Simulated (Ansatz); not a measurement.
**Si₃N₄: Electrostatic potentials at the N nuclei**

Cell: a COD entry (perhaps calculated rather than measured), its atoms then relaxed with PBE in this cell.

Space group P6_3/m (No. 176); a = 7.5585, c = 2.8855 Å, γ = 120.00°.

```
site  Wyckoff  site symmetry       x       y       z
  Si       6h            m..  0.1727  0.7664  0.2500
  N7       6h            m..  0.3294  0.0284  0.2500
 N13       2c           -6..  0.3333  0.6667  0.2500
```

One atom of each set is listed.

Level of theory: DFT, HSE06, plane waves and PAW (field gradients read without the response of the frozen cores, which leaves them typically 4 to 6 % off), scalar-relativistic, 420 eV cutoff, Γ-centred 3×3×5 k-points, Fermi–Dirac smearing 0.02 eV (Ansatz 0.2.0).

The potential at a nucleus is that of all electrons and the other nuclei. A higher potential binds the core electrons more strongly, so differences between sites of one element are the initial-state part of core-level shifts.

(1) Rank the N sites by the potential at the nucleus, lowest first, and give each against the lowest.
A. N13: 3 Si at 1.72 Å
B. N7: 3 Si at 1.72–1.73 Å

Results:

(1) A (0.00 V), B (0.43 V).
